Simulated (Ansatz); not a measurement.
**Sb3Pb: a bulk modulus from differences**

The cell was found from a structure generator's guess, not taken from experiment.

Level of theory: DFT PBE, scalar-relativistic, plane waves, PAW in Ansatz 0.2.0. Settings of the last relaxation (4-atom cell): 420 eV, 10×10×10 k points, Gaussian smearing of 0.10 eV, no spin polarisation.

```cif
data_structure
_symmetry_space_group_name_H-M 'P 1'
_symmetry_Int_Tables_number 1
_cell_length_a 5.4556
_cell_length_b 5.4556
_cell_length_c 5.4556
_cell_angle_alpha 109.471
_cell_angle_beta 109.471
_cell_angle_gamma 109.471
_cell_volume 125.00
loop_
_atom_site_label
_atom_site_type_symbol
_atom_site_fract_x
_atom_site_fract_y
_atom_site_fract_z
_atom_site_occupancy
Sb1 Sb 0.00000 0.50000 0.50000 1
Sb2 Sb 0.50000 0.00000 0.50000 1
Sb3 Sb 0.50000 0.50000 0.00000 1
Pb1 Pb 0.00000 0.00000 0.00000 1
```

The cell was set to several volumes, with shape and atoms relaxed at each where symmetry leaves them free. Pressure is positive in compression, and energies count from the lowest row. No row has a gap on its mesh.

| row | V (Å³/atom) | P (GPa) | ΔE (meV/atom) |
| --- | --- | --- | --- |
| 1 | 27.500 | 8.43 | 87.6 |
| 2 | 28.437 | ? | ? |
| 3 | 29.375 | 3.50 | 19.3 |
| 4 | 30.312 | 1.60 | 4.5 |
| 5 | 31.250 | 0.00 | 0.0 |
| 6 | 32.187 | -1.35 | 4.1 |
| 7 | 33.125 | -2.47 | 15.5 |
| 8 | 34.375 | -3.69 | 39.8 |

Problem. Find B = −V·ΔP/ΔV from rows 4 and 6 and from rows 1 and 3, and from the two its slope B′ and its value B0 at zero pressure.

Solution. Rows 4 and 6 give −(30.312 + 32.187)/2 × (-1.35 − (1.60))/(32.187 − 30.312) = 49.2 GPa at a mean pressure of 0.12 GPa. Rows 1 and 3 give −(27.500 + 29.375)/2 × (3.50 − (8.43))/(29.375 − 27.500) = 74.8 GPa at a mean pressure of 5.96 GPa. So B′ = (74.8 − 49.2)/(5.96 − (0.12)) = 4.38 and B0 = 49.2 − 4.38 × (0.12) = 48.7 GPa. A third-order Birch–Murnaghan fit to all the energies gives B0 = 48.9 GPa and B′ = 4.8.

Problem. Estimate the pressure and energy of row 2.

Solution. From row 5, V0 = 31.250 × (1 + (0.00)/48.7) = 31.250 Å³/atom. Murnaghan's form P = (B0/B′)·[(V0/V)^B′ − 1] gives (48.7/4.38) × [(31.250/28.437)^4.38 − 1] = 5.69 GPa; the computed pressure is 5.76 GPa, so the estimate is off by -0.07 GPa. The work of compression from row 3, with the mean of the two pressures, gives ΔE = 19.3 + (5.69 + 3.50)/2 × (29.375 − 28.437)/160.2 × 1000 = 46.2 meV/atom (1 eV/Å³ = 160.2 GPa); the computed value is 46.2 meV/atom.

These runs have no spin–orbit coupling, which can matter for Pb and Sb. All volumes keep the k mesh of the relaxed cell. Symmetry constrained the relaxation, so the result can be a saddle point.
